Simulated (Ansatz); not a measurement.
An Ansatz (a first-principles code) run. Input:

Ansatz 0.2 input:
```yaml
crystal:
  lattice:
    - [2.1492085521, 1.2408461361, 6.5346829995]
    - [-2.1492085521, 1.2408461361, 6.5346829995]
    - [0.0, -2.4816922722, 6.5346829995]
  atoms:
    - { symbol: Cu, position: [0.1263234908, 0.1263234908, 0.1263234908] }
    - { symbol: Cu, position: [0.8736765092, 0.8736765092, 0.8736765092] }
    - { symbol: I, position: [0.0, 0.0, 0.0] }
    - { symbol: I, position: [0.5, 0.5, 0.5] }
kpoints:
  mp_grid: { grid: [11, 11, 11] }
hamiltonian:
  xc: lda
  pseudopotentials: { kind: paw }
scf:
  occupations: { method: fermi_dirac, width: 0.1 }
phonons:
  method: dfpt
  response_accuracy: low
  eigenvectors: true
  rigid_motions: translations
```

Output (shortened):

```
Pseudopotential: Cu, paw, valence charge 19
Pseudopotential: I, paw, valence charge 17
Functional definition: SPW92
Crystal: 4 atoms, lattice volume = 104.562 Å³
Basis set: ecut = 420 eV, 2061 PW (Γ), exchange–correlation on 96×96×96 points (8 copies of the dense FFT grid, shifted against one another)
Bands: 44, of which v1, the nominal top of the filled ones, is band 36 counted from 1 (35 counted from 0)
Symmetry: 12 space group operations
k-points: 366 of 1331 (irreducible under 2 space group operations, time reversal used)
SCF iter   1: F=—  HF=-27822.509208 eV  |F-HF|=—  |Δ(HF+E_count)|=         —  Δρ=9.14e-3  dr2=5.04e-2  ethr=1.77e-3  ⟨swp⟩=8.2  Hψ=72031  notcnv=0  defer=236
preconditioner: auto → none
SCF iter   2: F=—  HF=-27822.503706 eV  |F-HF|=—  |Δ(HF+E_count)|=   5.50e-3  Δρ=5.05e-3  dr2=2.14e-2  ethr=7.00e-5  ⟨swp⟩=2.0  Hψ=34371  notcnv=0  defer=691
SCF iter   3: F=—  HF=-27822.496855 eV  |F-HF|=—  |Δ(HF+E_count)|=   6.85e-3  Δρ=2.45e-3  dr2=3.29e-3  ethr=2.97e-5  ⟨swp⟩=2.0  Hψ=22949  notcnv=0  defer=691
SCF iter   4: F=—  HF=-27822.496588 eV  |F-HF|=—  |Δ(HF+E_count)|=   2.67e-4  Δρ=1.06e-3  dr2=6.94e-4  ethr=4.57e-6  ⟨swp⟩=2.0  Hψ=21274  notcnv=0  defer=691
SCF iter   5: F=—  HF=-27822.496543 eV  |F-HF|=—  |Δ(HF+E_count)|=   4.55e-5  Δρ=1.73e-4  dr2=2.22e-5  ethr=9.64e-7  ⟨swp⟩=2.0  Hψ=19955  notcnv=0  defer=691
SCF iter   6: F=—  HF=-27822.496548 eV  |F-HF|=—  |Δ(HF+E_count)|=   5.97e-6  Δρ=6.23e-5  dr2=2.76e-6  ethr=3.08e-8  ⟨swp⟩=2.0  Hψ=21795  notcnv=0  defer=691
SCF iter   7: F=—  HF=-27822.496440 eV  |F-HF|=—  |Δ(HF+E_count)|=   1.08e-4  Δρ=1.14e-5  dr2=1.89e-7  ethr=3.83e-9  ⟨swp⟩=2.0  Hψ=21461  notcnv=0  defer=682
SCF iter   8: F=—  HF=-27822.496440 eV  |F-HF|=—  |Δ(HF+E_count)|=   6.46e-8  Δρ=5.86e-6  dr2=2.72e-8  ethr=2.62e-10  ⟨swp⟩=2.0  Hψ=25627  notcnv=0  defer=682
SCF iter  11: F=-27822.496440 eV  HF=-27822.496440 eV  |F-HF|=7.28e-12  |Δ(HF+E_count)|=  7.28e-12  Δρ=8.02e-8  dr2=4.92e-12  ethr=1.00e-12  ⟨swp⟩=12.7  Hψ=92920  notcnv=0
SCF 1 converged in 11 iterations: F = -27822.496440 eV  dr2 = 4.92e-12
DFPT response loops at Γ: preconditioner auto → none (partly filled bands, converged f_vac=0.170); β = 0.50; Broyden in place of MSR1
the response loops of the zone centre start from zero, take more passes and end by a threshold …
SCF converged after 11 iterations
Free energy (F): -27822.496440 eV
Harris-Foulkes:  -27822.496440 eV  (|F-HF|=7.28e-12)
Internal energy: -27822.487374 eV  (E = F + TS)
E sigma→0 (E₀):  -27822.491907 eV
Entropy (-TS):   -0.009066 eV (-2.266 meV/atom)
Fermi energy:    8.528238 eV
--- Per-component energies (eV) ---
  E_band       = -1733.829130
  E_kinetic    = 984.464112
  E_local      = -16325.953107  (includes V_loc(G=0)·N_el)
  E_nonlocal   = 641.452362
  E_hartree    = 7617.140051
  E_xc         = -430.199856
  E_vxc        = -485.121967  (∫ρ·V_xc dr)
  E_paw        = -12528.051439  (= ΣΔE_a)
  E_vpaw       = -1782.951545  (= ΣTr[D̂ρ^β])
  E_aug_tail   = 0.000558  (compensation charges beyond the density's cutoff)
  E_ewald      = -7783.801806
  E_core_change = 2.461750  (= ΣΔE_core)
  E_smearing   = -0.009066  (= −TS)
  E_closure    = 0.000000  (closes the sum)
  Σ components = -27822.496440   (vs F -27822.496440, Δ=0.00e0)
  [band-id]    e_kinetic+e_local+e_nonlocal+2·e_hartree+e_vxc+e_vpaw+e_augmentation_tail = -1733.829484   (vs E_band -1733.829130, Δ=-3.54e-4)
--- Band table (eV; the first three rows and the last of 366) ---
  k-point 0: bands = ["-103.1942", "-103.1933", "-61.0786", "-61.0786", "-61.0737", "-61.0737", "-60.9803", "-60.9764", "-38.1661", "-38.1661", "-38.0215", "-38.0215", "-37.9770", "-35.9609", "-35.8901", "-35.8901", "-35.7361", "-35.7361", "-6.6508", …
  k-point 1: bands = ["-103.1942", "-103.1933", "-61.0786", "-61.0785", "-61.0738", "-61.0736", "-60.9803", "-60.9765", "-38.1661", "-38.1661", "-38.0215", "-38.0215", "-37.9769", "-35.9609", "-35.8901", "-35.8901", "-35.7361", "-35.7361", "-6.6139", …
  k-point 2: bands = ["-103.1941", "-103.1934", "-61.0787", "-61.0783", "-61.0740", "-61.0735", "-60.9800", "-60.9767", "-38.1662", "-38.1660", "-38.0216", "-38.0215", "-37.9769", "-35.9608", "-35.8901", "-35.8901", "-35.7361", "-35.7360", "-6.5112", …
  k-point 365: bands = ["-103.1942", "-103.1933", "-61.0786", "-61.0785", "-61.0738", "-61.0736", "-60.9801", "-60.9766", "-38.1661", "-38.1661", "-38.0215", "-38.0215", "-37.9769", "-35.9609", "-35.8900", "-35.8900", "-35.7361", "-35.7361", "-6.5835", …
--- Phonons (Γ-DFPT): 6 representative perturbations + reference, on 366 of 1331 k-points (Σ response iterations 41) ---
  ASR residual: 2.039e-3 → 0.000e0 eV/Å²; symmetrization residual: 5.327e-4 eV/Å²
  ASR residual per site (eV/Å²): 9.01e-4 9.01e-4 3.61e-4 2.04e-3
  Γ frequencies (cm⁻¹): -43.02 -43.02 0.00 0.00 0.00 79.47 90.99 90.99 122.27 122.27 155.63 199.22
  non-analytic LO–TO correction: not included (Born effective charges unavailable; polar crystals: no LO–TO splitting at Γ)
```

Cost: very roughly 40 core-minutes on shared cores.

Space group R-3m. The first step of the workflow began from a Materials Project structure, measured or hypothetical; the Crystallography Open Database copy checked does not list it. It is not the phase usual at ambient conditions (space group No. 216). The cell was relaxed with LDA under the symmetry of its start; phonons show weakly imaginary modes. No spin polarisation was allowed. Its formation energy is positive at this level, so the cell may be metastable or incomplete. A small band overlap can be real or an error of a semilocal functional. As this level gives no gap, phonon frequencies hold no LO–TO term and depend on the k-mesh and smearing (Fermi–Dirac, 0.1 eV here). Scalar-relativistic: spin–orbit coupling is off unless named, which matters more the heavier the elements.

Potentials: the later of the program's two PAW sets.

Ansatz is a plane-wave DFT program.
